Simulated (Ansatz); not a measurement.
Ga2O3:
```
CELL_PARAMETERS angstrom
      1.48112     0.85513     6.87377
     -1.48112     0.85513     6.87377
      0.00000    -1.71025     6.87377
ATOMIC_POSITIONS crystal
  Ga 0.40029 0.40029 0.40029
  Ga 0.59971 0.59971 0.59971
  O  0.00000 0.00000 0.00000
  O  0.23134 0.23134 0.23134
  O  0.76866 0.76866 0.76866
```

Relaxed with LDA. Special points in fractions of this cell's reciprocal vectors: Γ (0.000, 0.000, 0.000); T (0.500, 0.500, 0.500); H2 (0.823, 0.177, 0.500); H0 (0.500, -0.177, 0.177); L (0.500, 0.000, 0.000); S0 (0.338, -0.338, 0.000); S2 (0.662, 0.000, 0.338); F (0.500, 0.000, 0.500).

Task: List the band energies nearest the valence-band maximum at these points for DFT-LDA in the program Ansatz with PAW potentials.

Result: In eV from the valence-band maximum; about four levels below and three above (degenerate sets whole), none deeper than 8.9 eV; points with the same levels are listed once.

```
k                          below            above
--  ----------------------------  ---------------
Γ   -1.02 -1.02 -0.86 -0.86 0.00   2.64 5.83 6.48
T        -0.97 -0.97 -0.89 -0.89   3.61 5.06 6.65
H2       -3.57 -1.21 -0.91 -0.68  6.75 7.08 10.30
L        -2.04 -1.80 -0.69 -0.31   4.47 7.77 7.91
S0       -3.61 -1.12 -0.98 -0.69  6.80 7.03 10.27
F        -2.18 -1.53 -0.76 -0.52   4.57 7.51 7.61
```

Space group R-3m. A made-up cell: these elements were put on the sites of a structure type; neither database checked (COD, Materials Project) lists it. It is not the phase usual at ambient conditions (space group No. 12, 167). Symmetry was held in the LDA relaxation. At this level the phase is dynamically unstable (imaginary phonons). A crystal of weakly bound layers computed without a dispersion correction: the cell and the soft elastic constants depend strongly on that. Scalar-relativistic: spin–orbit coupling is off unless named, which matters more the heavier the elements.

Potentials: the later of the program's two PAW sets.
